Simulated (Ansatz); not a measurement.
ZrSeS:
```cif
data_SSeZr
_chemical_formula_sum 'Zr1 Se1 S1'
_space_group_name_H-M_alt 'P3m1'
_space_group_IT_number 156
_space_group_name_Hall 'P 3 -2"'
_cell_length_a 3.64680
_cell_length_b 3.64680
_cell_length_c 5.81575
_cell_angle_alpha 90.000
_cell_angle_beta 90.000
_cell_angle_gamma 120.000
loop_
_atom_site_label
_atom_site_type_symbol
_atom_site_symmetry_multiplicity
_atom_site_Wyckoff_symbol
_atom_site_fract_x
_atom_site_fract_y
_atom_site_fract_z
_atom_site_occupancy
Zr1 Zr 1 a 0.00000 0.00000 0.01335 1
Se1 Se 1 c 0.66667 0.33333 0.73302 1
S1 S 1 b 0.33333 0.66667 0.25363 1
```

Relaxed with LDA.

### Question
Which orbitals make up the states near the band edges in the program Ansatz at the LDA level (PAW)?

### Answer
Top 1 eV of the valence band: Se 4p 54 %, S 3p 30 %, Zr 4d 13 %. Bottom 1 eV of the conduction band: Zr 4d 73 %, S 3p 11 %, Se 4p 9 %. Projections are on Löwdin-orthogonalised atomic valence shells; empty p or d shells of many metals are not among them.

### Question
Tabulate the density of states.

### Answer
States/eV per cell of 3 atoms, in 0.25 eV bins, energy from the valence-band maximum.

| E (eV) | total | Zr 4d | S 3p | Se 4p |
|---|---|---|---|---|
| -7.85 | 0.00 | 0.00 | 0.00 | 0.00 |
| -7.60 | 0.00 | 0.00 | 0.00 | 0.00 |
| -7.35 | 0.00 | 0.00 | 0.00 | 0.00 |
| -7.10 | 0.00 | 0.00 | 0.00 | 0.00 |
| -6.85 | 0.00 | 0.00 | 0.00 | 0.00 |
| -6.60 | 0.00 | 0.00 | 0.00 | 0.00 |
| -6.35 | 0.00 | 0.00 | 0.00 | 0.00 |
| -6.10 | 0.00 | 0.00 | 0.00 | 0.00 |
| -5.85 | 0.00 | 0.00 | 0.00 | 0.00 |
| -5.60 | 0.00 | 0.00 | 0.00 | 0.00 |
| -5.35 | 0.00 | 0.00 | 0.00 | 0.00 |
| -5.10 | 0.29 | 0.07 | 0.11 | 0.08 |
| -4.85 | 1.42 | 0.33 | 0.56 | 0.36 |
| -4.60 | 2.19 | 0.50 | 0.95 | 0.53 |
| -4.35 | 3.19 | 0.73 | 1.51 | 0.71 |
| -4.10 | 2.69 | 0.50 | 1.04 | 0.99 |
| -3.85 | 2.48 | 0.44 | 0.95 | 0.91 |
| -3.60 | 2.33 | 0.46 | 1.01 | 0.63 |
| -3.35 | 2.00 | 0.52 | 0.90 | 0.42 |
| -3.10 | 4.53 | 1.29 | 2.18 | 0.85 |
| -2.85 | 4.47 | 1.42 | 2.19 | 0.71 |
| -2.60 | 3.69 | 0.81 | 1.27 | 1.39 |
| -2.35 | 2.74 | 0.63 | 0.73 | 1.22 |
| -2.10 | 2.01 | 0.38 | 0.56 | 0.95 |
| -1.85 | 2.43 | 0.35 | 0.64 | 1.31 |
| -1.60 | 2.83 | 0.41 | 0.71 | 1.58 |
| -1.35 | 3.13 | 0.44 | 0.83 | 1.74 |
| -1.10 | 2.70 | 0.35 | 0.78 | 1.47 |
| -0.85 | 1.33 | 0.19 | 0.39 | 0.70 |
| -0.60 | 0.89 | 0.12 | 0.27 | 0.47 |
| -0.35 | 0.54 | 0.05 | 0.17 | 0.30 |
| -0.10 | 0.14 | 0.01 | 0.05 | 0.08 |
| 0.15 | 0.00 | 0.00 | 0.00 | 0.00 |
| 0.40 | 0.36 | 0.25 | 0.05 | 0.03 |
| 0.65 | 1.20 | 0.83 | 0.17 | 0.11 |
| 0.90 | 1.54 | 1.09 | 0.19 | 0.16 |
| 1.15 | 2.73 | 2.09 | 0.25 | 0.25 |
| 1.40 | 1.83 | 1.37 | 0.17 | 0.21 |
| 1.65 | 1.11 | 0.83 | 0.10 | 0.13 |
| 1.90 | 1.41 | 0.99 | 0.15 | 0.20 |
| 2.15 | 1.84 | 1.28 | 0.20 | 0.27 |
| 2.40 | 2.39 | 1.73 | 0.23 | 0.33 |
| 2.65 | 3.01 | 2.38 | 0.21 | 0.31 |
| 2.90 | 3.06 | 2.48 | 0.17 | 0.29 |
| 3.15 | 3.52 | 2.90 | 0.15 | 0.26 |
| 3.40 | 0.00 | 0.00 | 0.00 | 0.00 |
| 3.65 | 0.00 | 0.00 | 0.00 | 0.00 |
| 3.90 | 0.25 | 0.14 | 0.04 | 0.02 |
| 4.15 | 2.52 | 1.37 | 0.42 | 0.30 |
| 4.40 | 3.82 | 2.04 | 0.65 | 0.54 |
| 4.65 | 2.70 | 1.41 | 0.47 | 0.43 |
| 4.90 | 1.82 | 0.92 | 0.29 | 0.28 |
| 5.15 | 2.01 | 0.87 | 0.22 | 0.25 |

The workflow started from a Materials Project entry (that database holds measured and hypothetical structures alike); the Crystallography Open Database copy checked does not list it. With Se and S taken as one species the cell has the higher symmetry P-3m1, so it may be an ordered model of a mixed-site phase. Its standing as an ambient phase is unchecked. The LDA relaxation kept the symmetry of its start; its stability against distortions is not shown here. The run is not spin-polarised. A crystal of weakly bound layers computed without a dispersion correction: the cell and the soft elastic constants depend strongly on that. Spin–orbit coupling is left out wherever it is not named.

Potentials: the later of the program's two PAW sets.
